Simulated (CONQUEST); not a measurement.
Consider a self-consistent single point of BaTiO₃ (Pmm2, 5 atoms in the cell; from Materials Project mp-5986, changed as shown).

```
BaTiO3
1.0
    4.07019     0.00000     0.00000
    0.00000     3.99038     0.00000
    0.00000     0.00000     4.10266
Ba Ti O
1 1 3
Direct
  0.50000   0.50000   0.58254
  0.00000   0.00000   0.10004
  0.00000   0.50000   0.06422
  0.50000   0.00000   0.06422
  0.00000   0.00000   0.54897
```

Level of theory: PBE, numerical atomic orbitals double-zeta with polarisation (the shipped basis), PseudoDojo norm-conserving potentials made for PBE run with CONQUEST.

CONQUEST settings:

basis: DZP
Diag.MPMeshX, Y, Z: 5 5 5
potentials: PseudoDojo norm-conserving PBE
Grid.GridCutoff: 175 Ha
DM.SolutionMethod: diagon
Diag.SmearingType: 1
Diag.kT: 0.000367 Ha
Diag.GammaCentred: true
Diag.MPOrder: 0
minE.SCTolerance: 1.0e-06
SC.MaxIters: 100
SC.LinearMixingFactor: 0.3
AtomMove.TypeOfRun: static

Results:

```
Quantity                                                 Result
------------------------------------------------  -------------
Number of valence electrons                                  40
Number of bands                                              72
Number of k-points after the program's reduction             63
Size of the basis                                            72
Number of SCF iterations                                     10
FFT grid                                           48 × 48 × 48
Free energy E − TS                                -3737.5113 eV
Pressure                                               0.14 GPa
```

For comparison: a first run was changed to give this one (lattice vector a scaled by 1.02), and from it to this one the free energy is nearly the same (within 1 meV/atom) and the pressure goes from 3.52 to 0.14 GPa.

The program uses no crystal symmetry, so grid and mesh can part values that symmetry would make equal. The atom-centred basis is finite, which shifts total energies and pressures against plane waves. The structure comes from a collection of computed structures, made at another level of theory; the collection holds predicted forms beside known ones.

Cost on one core: very roughly 100 core-seconds.
